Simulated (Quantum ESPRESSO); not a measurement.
# Ga3GeN4: input and log of a self-consistent run

Computed values, not a measurement. The program is pw.x of Quantum ESPRESSO 7.5 (plane-wave density functional theory). The cell is made up: 8 atoms on a wurtzite lattice, with randomly drawn elements, strain and displacements, not relaxed. PseudoDojo standard norm-conserving files (v0.5 for PBE, v0.4.1 for LDA and PBEsol) set the functional; there is no spin polarisation, spin-orbit coupling or dispersion term, and the masses in the input are unused placeholders. A spin-polarised start on this cell or one of its family kept no moment.

Input:

```
&control calculation='scf', pseudo_dir='./dojo.nc.sr.pbe.v0_5.standard.upf', outdir='./o', disk_io='low', tprnfor=.true., tstress=.true. /
&system ibrav=0, nat=8, ntyp=3, nbnd=47, ecutwfc=84.00895049, nosym=.true., tot_charge=0,
 occupations='smearing', smearing='fd', degauss=0.0073498644
/
&electrons conv_thr=7.350e-09, electron_maxstep=60, /
ATOMIC_SPECIES
Ga 1.0 Ga.upf
Ge 1.0 Ge.upf
N 1.0 N.upf
CELL_PARAMETERS angstrom
3.1764 0.0613 -0.0386
0.1061 5.542 0.0538
-0.063 0.0507 5.1504
ATOMIC_POSITIONS angstrom
Ga 0.0796 -0.0446 0.1027
Ge 1.4613 2.7867 0.0742
Ga 1.5228 1.041 2.456
Ga 0.0536 3.7482 2.7192
N 0.0662 -0.1324 2.0264
N 1.5593 2.9145 2.0444
N 1.5166 0.9269 4.4169
N -0.1716 3.7437 4.5079
K_POINTS automatic
8 6 6 1 1 1
```

The log is shortened where brackets say so; the opening notice, blank lines, dates and the lines on written files are dropped, and the path of the files is cut. It prints rydbergs, bohrs and kilobars, and counts compression as positive stress.

```
     Program PWSCF v.7.5
     Parallel version (MPI & OpenMP), running on       4 processor cores
     Number of MPI processes:                 4
     Threads/MPI process:                     1
     [start-up lines left out]
     bravais-lattice index     =            0
     lattice parameter (alat)  =       6.0041  a.u.
     unit-cell volume          =     611.4637 (a.u.)^3
     number of atoms/cell      =            8
     number of atomic types    =            3
     number of electrons       =        73.00
     number of Kohn-Sham states=           47
     kinetic-energy cutoff     =      84.0090  Ry
     charge density cutoff     =     336.0358  Ry
     scf convergence threshold =      7.3E-09
     mixing beta               =       0.7000
     number of iterations used =            8  plain     mixing
     Exchange-correlation= PBE
                           (   1   4   3   4   0   0   0)
     [axes and pseudopotential details left out]
   Cartesian axes
     site n.     atom                  positions (alat units)
         1        Ga     tau(   1) = (   0.0250533  -0.0140374   0.0323238  )
         2        Ge     tau(   2) = (   0.4599295   0.8770859   0.0233537  )
         3        Ga     tau(   3) = (   0.4792860   0.3276443   0.7730014  )
         4        Ga     tau(   4) = (   0.0168701   1.1797084   0.8558409  )
         5        N      tau(   5) = (   0.0208358  -0.0416716   0.6377891  )
         6        N      tau(   6) = (   0.4907740   0.9173096   0.6434544  )
         7        N      tau(   7) = (   0.4773346   0.2917325   1.3901750  )
         8        N      tau(   8) = (  -0.0540094   1.1782920   1.4188163  )
     number of k points=   144  Fermi-Dirac smearing, width (Ry)=  0.0073
     Number of k-points >= 100: set verbosity='high' to print them.
     Dense  grid:    63655 G-vectors     FFT dimensions: (  36,  64,  60)
     Estimated max dynamical RAM per process >     291.15 MB
     Estimated total dynamical RAM >       1.09 GB
     Initial potential from superposition of free atoms
     starting charge      72.9911, renormalised to      73.0000
     Starting wfcs are   52 randomized atomic wfcs
     total cpu time spent up to now is        8.9 secs
     per-process dynamical memory:   264.0 Mb
     Self-consistent Calculation
     iteration #  1     ecut=    84.01 Ry     beta= 0.70
     Davidson diagonalization with overlap
     ethr =  1.00E-02,  avg # of iterations =  3.6
     total cpu time spent up to now is       32.5 secs
     total energy              =    -719.42072784 Ry
     estimated scf accuracy    <       2.18341718 Ry
     iteration #  2     ecut=    84.01 Ry     beta= 0.70
     Davidson diagonalization with overlap
     ethr =  2.99E-03,  avg # of iterations =  2.5
     total cpu time spent up to now is       52.8 secs
     total energy              =    -719.93882880 Ry
     estimated scf accuracy    <       2.78416606 Ry
     iteration #  3     ecut=    84.01 Ry     beta= 0.70
     Davidson diagonalization with overlap
     ethr =  2.99E-03,  avg # of iterations =  2.0
     total cpu time spent up to now is       70.9 secs
     total energy              =    -720.44400771 Ry
     estimated scf accuracy    <       0.06092156 Ry
     iteration #  4     ecut=    84.01 Ry     beta= 0.70
     Davidson diagonalization with overlap
     ethr =  8.35E-05,  avg # of iterations =  4.5
     total cpu time spent up to now is       92.5 secs
     total energy              =    -720.45922608 Ry
     estimated scf accuracy    <       0.00530960 Ry
     iteration #  5     ecut=    84.01 Ry     beta= 0.70
     Davidson diagonalization with overlap
     ethr =  7.27E-06,  avg # of iterations =  7.0
     total cpu time spent up to now is      117.5 secs
     total energy              =    -720.45948795 Ry
     estimated scf accuracy    <       0.00738506 Ry
     [iterations 6 to 7 left out]
     iteration #  8     ecut=    84.01 Ry     beta= 0.70
     Davidson diagonalization with overlap
     ethr =  8.06E-08,  avg # of iterations =  2.3
     total cpu time spent up to now is      172.9 secs
     total energy              =    -720.46075367 Ry
     estimated scf accuracy    <       0.00001733 Ry
     iteration #  9     ecut=    84.01 Ry     beta= 0.70
     Davidson diagonalization with overlap
     ethr =  2.37E-08,  avg # of iterations =  2.2
     total cpu time spent up to now is      190.9 secs
     total energy              =    -720.46075689 Ry
     estimated scf accuracy    <       0.00000112 Ry
     iteration # 10     ecut=    84.01 Ry     beta= 0.70
     Davidson diagonalization with overlap
     ethr =  1.53E-09,  avg # of iterations =  3.7
     total cpu time spent up to now is      212.7 secs
     total energy              =    -720.46075720 Ry
     estimated scf accuracy    <       0.00000067 Ry
     iteration # 11     ecut=    84.01 Ry     beta= 0.70
     Davidson diagonalization with overlap
     ethr =  9.15E-10,  avg # of iterations =  2.0
     total cpu time spent up to now is      230.0 secs
     total energy              =    -720.46075731 Ry
     estimated scf accuracy    <       0.00000006 Ry
     iteration # 12     ecut=    84.01 Ry     beta= 0.70
     Davidson diagonalization with overlap
     ethr =  7.99E-11,  avg # of iterations =  2.0
     total cpu time spent up to now is      248.3 secs
     End of self-consistent calculation
     Number of k-points >= 100: set verbosity='high' to print the bands.
     the Fermi energy is    14.4028 ev
!    total energy              =    -720.46075733 Ry
     estimated scf accuracy    <          4.0E-09 Ry
     smearing contrib. (-TS)   =      -0.00565308 Ry
     internal energy E=F+TS    =    -720.45510424 Ry
     The total energy is F=E-TS. E is the sum of the following terms:
     one-electron contribution =    -223.45736190 Ry
     hartree contribution      =     179.84560929 Ry
     xc contribution           =    -194.35363121 Ry
     ewald contribution        =    -482.48972043 Ry
     convergence has been achieved in  12 iterations
     Forces acting on atoms (cartesian axes, Ry/au):
     atom    1 type  1   force =    -0.03755228    0.01835718   -0.04972019
     atom    2 type  2   force =     0.02665128   -0.03297911   -0.02693593
     atom    3 type  1   force =     0.03976856   -0.05306882    0.04465233
     atom    4 type  1   force =    -0.05249595   -0.04922069   -0.03542113
     atom    5 type  3   force =    -0.03977451    0.14393118   -0.06697424
     atom    6 type  3   force =     0.05098246   -0.03638407   -0.02786555
     atom    7 type  3   force =     0.01824117    0.01530088    0.04103906
     atom    8 type  3   force =    -0.00582072   -0.00593655    0.12122564
     Total force =     0.260896     Total SCF correction =     0.000349
     Computing stress (Cartesian axis) and pressure
          total   stress  (Ry/bohr**3)                   (kbar)     P=      170.09
   0.00075122  -0.00017592  -0.00001188          110.51      -25.88       -1.75
  -0.00017592   0.00115520  -0.00012767          -25.88      169.94      -18.78
  -0.00001188  -0.00012767   0.00156239           -1.75      -18.78      229.83
     init_run     :      8.22s CPU      8.54s WALL (       1 calls)
     electrons    :    237.65s CPU    239.42s WALL (       1 calls)
     forces       :      2.38s CPU      2.39s WALL (       1 calls)
     stress       :      8.63s CPU      8.64s WALL (       1 calls)
     [timing details left out]
     PWSCF        :   4m17.33s CPU   4m19.59s WALL
     JOB DONE.
```

In other units: free energy -9802.368 eV for the cell, pressure 17.01 GPa, largest force component 3.701 eV/Å. A rerun of this cell at 1437 eV and a 10 x 8 x 8 mesh moved values by no more than 0.004 eV in energy, 0.09 GPa in stress and 0.015 eV/Å in force.